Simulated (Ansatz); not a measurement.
Calculation for Ag: DFT, PBEsol, all-electron PAW with datasets made for the crystal, scalar-relativistic (Ansatz 0.2.0). This run: the undistorted cell.

The cell is Materials Project entry mp-10597, used as a structure alone.

Command: `ansatz run input.yaml --threads 1 --pin off --max-ram 2048MiB --backend cpu --events-out ev --progress --plain --runs-dir out` It took 6.4 s on 1 thread of Arm Neoverse V2, on a shared host, peak memory 0.42 GiB.

```yaml
crystal:
  lattice:
    - [2.9222991408, 0.0, 0.0]
    - [-1.4611495704, 2.5307852934, 0.0]
    - [0.0, 0.0, 4.70166181]
  atoms:
    - { symbol: Ag, position: [0.3333333333, 0.6666666667, 0.25] }
    - { symbol: Ag, position: [0.6666666667, 0.3333333333, 0.75] }
kpoints:
  mp_grid: { grid: [12, 12, 7] }
scf:
  occupations: { method: fermi_dirac, width: 0.05 }
hamiltonian:
  xc: pbesol
  pseudopotentials: { kind: all_electron, datasets: crystal }
output:
  forces: true
  stress: true
  eigenvalues: true
  efg: { contact_densities: true }
```

Output:

```
hamiltonian.pseudopotentials.datasets: crystal makes datasets for this crystal and solves the spheres of its atoms anew in each pass: cutoff 260.0 eV, the density's 1040.0 eV; for an error of 0.50 meV an atom under PBE, 1.0 meV for the cell; an energy difference from a run of another recipe may be off by several times the error for the cell, under r2SCAN by more, where some 0.1 meV an atom stays at smaller errors; Ag in spheres of 1.376 Å, 11 of its electrons in bands, 8 on its site; only band paths and densities of states list, in semicore columns, the levels of the semicore shells that are solved separately: 4s of Ag, 4p of Ag
Ag: output.efg is read without spin–orbit coupling, which moves field gradients at and beside such atoms by some per cent and up to a factor of two; PAW files take it under magnetization.noncollinear and magnetization.spin_orbit
Engine: ansatz 0.2.0
Pseudopotentials: kind: all_electron
Pseudopotential: Ag, paw, valence charge 19, recommended cutoff 260 eV (normal), crystal/all_electron/pbesol/scalar/gaussian/Ag, Koelling and Harmon's equation, gaussian nucleus
Functional definition: PBEsol
  exchange = pbesol_x
  correlation = pbesol_c
Crystal: 2 atoms, lattice volume = 34.772 Å³
Basis set: ecut = 260 eV, 313 PW (Γ), exchange–correlation on 32×32×50 points (8 copies of the dense FFT grid, shifted against one another)
Bands: 15, of which v1, the nominal top of the filled ones, is band 11 counted from 1 (10 counted from 0)
Symmetry: 24 space group operations
Space group: P63/mmc (ITA 194), of the structure as read, at distance tolerance 3.3e-5 Å
k-points: 76 of 1008
Non-local potential: Ag, projectors of the file, l = 0: 1, l = 1: 1, l = 2: 2
PAW form: soft (Blöchl's): semilocal exchange-correlation on the pseudo side does not see the compensation charge
PAW one-centre angular grid: Ag, 590 points (default); XC on its mesh's 1875 points in the sphere
Initial density: superposition of atomic densities (neutral atoms: chi_scale 0, normalization atom)
Initial wavefunctions: pseudopotential atomic-orbital guess
Functional: x = pbesol(κ = 0.804, μ = 0.12345679012345678), c = pbesol(β = 0.046)
iter 1 solved again at ethr=1.13e-2 eV; its pass at ethr=1.00e-1 eV (dr2=2.49e0 eV) is discarded
SCF iter   1: F=—  HF=-289176.621796 eV  |F-HF|=—  |Δ(HF+E_count)|=         —  Δρ=8.31e-2  dr2=2.49e0  ethr=1.13e-2  ⟨swp⟩=2.5  Hψ=6043  notcnv=0
preconditioner: auto → none  [metal: Δε(μ)=0.035 eV  Ē_g=10.454 eV  σ=0.050 eV  W_gap=0.17  n_scr=8 (ndim 8)  ℏωp=29.5 eV  f_vac=0.000  D(μ)=1.02/eV (n_scr^D=2)  sad-step TF]
SCF iter   2: F=—  HF=-289176.155769 eV  |F-HF|=—  |Δ(HF+E_count)|=   4.66e-1  Δρ=3.36e-2  dr2=4.45e-1  ethr=1.13e-2  ⟨swp⟩=2.0  Hψ=2283  notcnv=0
iter 3 solved again at ethr=2.38e-5 eV; its pass at ethr=2.02e-3 eV (dr2=5.24e-3 eV) is discarded
SCF iter   3: F=—  HF=-289175.962196 eV  |F-HF|=—  |Δ(HF+E_count)|=   1.94e-1  Δρ=3.86e-3  dr2=5.23e-3  ethr=2.38e-5  ⟨swp⟩=3.1  Hψ=5198  notcnv=0  defer=2
SCF iter   4: F=—  HF=-289175.979803 eV  |F-HF|=—  |Δ(HF+E_count)|=   1.76e-2  Δρ=6.45e-3  dr2=1.25e-2  ethr=2.38e-5  ⟨swp⟩=3.2  Hψ=3141  notcnv=0
SCF iter   5: F=—  HF=-289175.980604 eV  |F-HF|=—  |Δ(HF+E_count)|=   8.01e-4  Δρ=1.66e-4  dr2=4.00e-6  ethr=2.38e-5  ⟨swp⟩=3.0  Hψ=2964  notcnv=0
SCF iter   6: F=—  HF=-289175.982631 eV  |F-HF|=—  |Δ(HF+E_count)|=   2.03e-3  Δρ=1.46e-4  dr2=1.74e-6  ethr=1.82e-8  ⟨swp⟩=3.0  Hψ=3326  notcnv=0
SCF iter   7: F=—  HF=-289175.982630 eV  |F-HF|=—  |Δ(HF+E_count)|=   1.29e-6  Δρ=2.71e-5  dr2=1.37e-7  ethr=7.92e-9  ⟨swp⟩=2.2  Hψ=2006  notcnv=0
SCF iter   8: F=-289175.982630 eV  HF=-289175.982630 eV  |F-HF|=1.80e-9  |Δ(HF+E_count)|=   1.07e-8  Δρ=3.17e-6  dr2=2.46e-9  ethr=6.21e-10  ⟨swp⟩=2.9  Hψ=2085  notcnv=0
SCF 1 converged in 8 iterations: F = -289175.982641 eV  dr2 = 2.46e-9
  Residual-converged pass: ⟨swp⟩=3.0  Hψ=2727  notcnv=0  max |occ|·‖R‖ = 4.8e-6 eV (tolerance 5.3e-6 eV)  dr2=2.73e-9  dr2_onsite=1.95e-9  max |Δocc| = 2.2e-12
  greatest PAW one-centre occupation: 0.917 electrons in one spin orbital (limit 2), on the Ag atom at site 0 (counted from 0), in its partial waves of l = 2
SCF converged after 8 iterations
Free energy (F): -289175.982641 eV
Harris-Foulkes:  -289175.982641 eV  (|F-HF|=1.80e-9)
Internal energy: -289175.976491 eV  (E = F + TS)
E sigma→0 (E₀):  -289175.979566 eV
Entropy (-TS):   -0.006151 eV (-3.075 meV/atom)
Past the cutoff: the bands carry plane waves up to 1.75 times it, of which those up to 1.5 times it add -0.000478 eV an atom, each by itself; the spheres take 0.000486 eV an atom off the energy for waves past 1.75 times it
By the cutoff:   a pressure is off by up to 0.010 GPa (1.2 times the spheres' own share and the shells' term, over an atom's volume, and 0.004 GPa: a bound that held against runs at twice the plane waves)
Past the cutoffs: a stress includes 0.0019 GPa for waves and charges beyond them, in addition to the slope of what the spheres take
In the spheres:  the bands' charges fall short by 4.1e-7 e at most (sound up to 1e-3), those of shells solved beside the bands by 2.8e-7 e (sound up to 5e-4)
Fermi energy:    18.117302 eV
--- Per-component energies (eV) ---
  E_band       = 306.208413
  E_kinetic    = 260.283047
  E_local      = -3575.847707  (includes V_loc(G=0)·N_el)
  E_nonlocal   = 558.965257
  E_hartree    = 1884.870582
  E_xc         = -106.896884
  E_vxc        = -127.235456  (∫ρ·V_xc dr)
  E_paw        = -293128.259988  (= ΣΔE_a)
  E_vpaw       = -11305.762271  (= ΣTr[D̂ρ^β])
  E_ewald      = -5795.151275
  E_smearing   = -0.006151  (= −TS)
  E_closure    = 10726.060476  (closes the sum)
  Σ components = -289175.982641   (vs F -289175.982641, Δ=0.00e0)
  The terms above E_closure are by the made datasets' own strengths, without shells solved beside the bands.
--- Forces (eV/Å), atoms counted from 1 ---
  atom   1  Ag     0.00000000     0.00000000    -0.00000000
  atom   2  Ag    -0.00000000    -0.00000000     0.00000000
  max |Σ_I F_I| component: 0.00e0 eV/Å
--- Stress (GPa, compression-positive) ---
       -4.101549      -0.000000       0.000000
       -0.000000      -4.101549      -0.000000
        0.000000      -0.000000      -4.049048
  P = ⅓ Tr σ = -4.0840 GPa (-40.840 kbar)
  It holds what live shells' own plane waves past their cutoff add
--- PAW observables at the nuclei: V_zz in 10²¹ V/m², potentials from the cell's mean, atoms counted from 1 ---
  atom   1  Ag V_zz =    +0.793039   η = 0.0000   by run symmetry: allowed
            electrostatic potential = -7480.564047 V   contact ρ = 946992.037587 e/Å³
  atom   2  Ag V_zz =    +0.793039   η = 0.0000   by run symmetry: allowed
            electrostatic potential = -7480.564047 V   contact ρ = 946992.037587 e/Å³
--- Band table (eV; the first three rows and the last of 76) ---
  k-point 0: bands = ["10.4393", "11.8900", "13.5189", "13.5574", "13.5574", "13.8045", "13.8045", "14.0760", "14.0760", "15.1243", "15.1243", "17.8332", "21.8153"]
  k-point 1: bands = ["10.6008", "11.9242", "13.4829", "13.5065", "13.5065", "13.7580", "13.7580", "14.1937", "14.1937", "15.1109", "15.1109", "16.9058", "23.0120"]
  k-point 2: bands = ["11.0550", "11.9991", "13.4142", "13.4473", "13.4473", "13.6466", "13.6466", "14.4392", "14.4392", "15.0509", "15.0509", "15.3811", "25.3529"]
  k-point 75: bands = ["12.6587", "12.6587", "12.9273", "13.1793", "13.6212", "13.6212", "14.1545", "14.2779", "15.1498", "15.1498", "21.9744", "21.9744", "23.0616"]
```
